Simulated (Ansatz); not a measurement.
The relaxed structure here is a generated cell of PbI2: the first start was made by placing the elements on the sites of a structure type, and the end was not matched to a known phase here, so it may be hypothetical. Known forms of PbI2 include space group No. 164.

One stationary structure of PbI2. Space group Pnnm (No. 58), AFLOW prototype AB2_oP6_58_a_g (as in Fe2C). Calculation: PBE (plane waves to 420 eV, PAW, scalar-relativistic; Ansatz, a first-principles code).

Space group Pnnm (No. 58); a = 7.421 Å, b = 7.839 Å, c = 4.812 Å, α = β = γ = 90.00°

```tsv
atom	site	symmetry	x	y	z
Pb	2a	..2/m	0.0000	0.0000	0.0000
I	4g	..m	0.2453	0.1575	0.5000
```

```json
{
  "volume_per_atom": "46.65 Å³",
  "band_gap": "2.15 eV, indirect (valence top at 50 % of the way from Γ to Z, conduction bottom at T) (no spin-orbit coupling)",
  "smallest_direct_gap": "2.32 eV at T",
  "shortest_distances": "I–Pb 3.26 Å",
  "k-mesh": "5×5×7"
}
```

Band energies at high-symmetry points (eV from the VBM; labels of this space group; no spin-orbit coupling), from −5 eV up to 6.3 eV:

```json
[
 {"point": "Γ", "energies": "-2.56 -2.14 -1.95 -1.67 -1.10 -1.09 -0.78 -0.74 -0.40 -0.31 -0.28 -0.21 2.16 2.32 2.83 3.98 4.38 4.65 5.44 6.13"},
 {"point": "X", "energies": "-2.11 -2.11 -1.59 -1.59 -1.20 -1.20 -0.82 -0.82 -0.73 -0.73 -0.28 -0.28 2.77 2.77 3.48 3.48 3.55 3.55"},
 {"point": "S", "energies": "-2.17 -2.17 -1.53 -1.53 -1.19 -1.19 -0.83 -0.83 -0.67 -0.67 -0.52 -0.52 2.77 2.77 3.66 3.66 3.94 3.94"},
 {"point": "Y", "energies": "-1.99 -1.99 -1.62 -1.62 -1.36 -1.36 -0.83 -0.83 -0.70 -0.70 -0.29 -0.29 2.83 2.83 3.54 3.54 3.60 3.60 6.23 6.23"},
 {"point": "Z", "energies": "-2.35 -2.35 -2.29 -2.29 -1.78 -1.78 -0.96 -0.96 -0.62 -0.62 -0.45 -0.45 3.72 3.72 4.06 4.06 4.31 4.31"},
 {"point": "U", "energies": "-2.91 -2.91 -2.26 -2.26 -1.31 -1.31 -0.80 -0.80 -0.52 -0.52 -0.10 -0.10 2.22 2.22 4.12 4.12 5.48 5.48"},
 {"point": "R", "energies": "-2.54 -2.54 -2.15 -2.15 -1.70 -1.70 -0.74 -0.74 -0.63 -0.63 -0.43 -0.43 3.48 3.48 3.92 3.92 4.19 4.19"},
 {"point": "T", "energies": "-2.83 -2.83 -2.26 -2.26 -1.05 -1.05 -0.92 -0.92 -0.70 -0.70 -0.17 -0.17 2.15 2.15 4.18 4.18 5.44 5.44 5.82 5.82"}
]
```

No spin polarisation in the result. Spin-orbit coupling is missing; with elements this heavy it can move band edges by tenths of an eV or more.

The run could not lose the symmetry of its start, so the end can be a saddle point.
